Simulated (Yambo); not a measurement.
Yambo run on NaOH (space group Cmcm, No. 63). The wavefunctions are PBEsol (Quantum ESPRESSO, PseudoDojo norm-conserving, 88 Ry, scalar-relativistic) ones on a 4×4×4 mesh (16 occupied bands); a = b = 5.661 Å, c = 3.374 Å, α = β = 90.00°, γ = 145.12°.

Yambo input:

```
rim_cut
gw0
dyson
el_el_corr
HF_and_locXC
cohsex
em1s
RandQpts= 1000000
RandGvec= 1 Ry
EXXRLvcs= 88 Ry
VXCRLvcs= 352 Ry
Chimod= "HARTREE"
% BndsRnXs
 3 | 118 |
%
NGsBlkXs= 8 Ry
% LongDrXs
 1.0 | 1.0 | 1.0 |
%
ExtendOut
% QPkrange
 1 | 1 | 16 | 17 |
%
```

k points by index: 1 = Γ.

Table of the .qp output:

```
#    K-point    Band    Eo [eV]    E [eV]    E-Eo [eV]    Vxc [eV]    Vnlxc [eV]    Sc|Eo [eV]    Re(Z)    Im(Z)
#
    1    16    0.000000    -3.797195    -3.797195    -19.23499    -25.17426    2.142076    1.000000    0.000000
    1    17    3.047647    3.464301    0.416654    -9.795175    -5.663852    -3.714669    1.000000    0.000000
```
(The two width columns are left out.) Convergence of these settings isn't established.

Geometry relaxed with PBE+D3(BJ).

The structure is a Materials Project entry; no match was found in the copy of COD used, and its stability was not checked.
